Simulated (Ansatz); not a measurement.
This cell of ZnSe (zinc blende) is off equilibrium:

```xyz
2
Lattice="0.0000 2.8327 2.8327 2.8327 0.0000 2.8327 2.8327 2.8327 0.0000" Properties=species:S:1:pos:R:3 pbc="T T T"
Se     4.3345     4.3345     4.3345
Zn     0.0000     0.0000     0.0000
```

Computed with r2SCAN (plane waves to 500 eV, PAW, scalar-relativistic; Ansatz, a program for electronic structure). k mesh 8×8×8 (Γ-centred), Fermi-Dirac smearing 0.05 eV. Energies are smeared free energies. Stress and pressure are positive under compression. ZnSe was relaxed with its symmetry unable to fall.

Q: Predict the force on every atom, in eV/Å.

A: 
| atom | Fx | Fy | Fz |
|---|---|---|---|
| Se1 | -0.644 | -0.644 | -0.644 |
| Zn2 | 0.644 | 0.644 | 0.644 |

Q: Give the stress tensor in GPa and the pressure.

A: 
```
    0.7      2.2      2.2
    2.2      0.7      2.2
    2.2      2.2      0.7
```
The pressure, a third of the trace, is 0.7 GPa.

Q: In it atom 1 sits (0.085, 0.085, 0.085) Å away from its relaxed site. What is its energy relative to the relaxed cell?

A: 74 meV/cell.

(A displaced cell: forces are minus the slopes of the energy, force constants its curvatures, and phonons follow from these.)
